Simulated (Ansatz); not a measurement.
**Structures of Sc$_{3}$H$_{2}$: which is lowest?**

Plane-wave DFT in Ansatz with scalar-relativistic PAW potentials, cutoff 420 eV, Γ-centred meshes chosen by cell and gap, Gaussian smearing with energies taken to zero width. Every cell was relaxed (cell and atoms) in a run of its own, within the symmetry of its start. Functional: PBE.

Relaxed structures (starts from databases or built by putting these elements on another compound's sites):
A. R-3c, 10 atoms in the computed cell, a = 5.772 Å, c = 15.201 Å; sites (symmetry × multiplicity) Sc .2 × 18, H 3. × 12; start: built
B. P-3m1, 5 atoms in the computed cell, a = 3.241 Å, c = 7.896 Å; sites (symmetry × multiplicity) Sc -3m. × 1 + 3m. × 2, H 3m. × 2; start: built

**Question.** Rank them by energy. Could pressure change the order?

**Answer.**
| structure | group | E − E(lowest) (meV/atom) | V (Å³/atom) | gap on mesh (eV) |
| --- | --- | --- | --- | --- |
| A | R-3c | 0.0 | 14.62 | 0.00 |
| B | P-3m1 | 43 | 14.36 | 0.00 |

A is lowest, 43 meV/atom under B. The two lowest differ in volume by under 3 %, too little for a first-order estimate of what pressure does to that pair (other pairs aren't weighed here); with rigid cells even 3 % in favour of the higher one would need about 16 GPa. Other structures may lie lower than all of these, and vibrations aren't counted.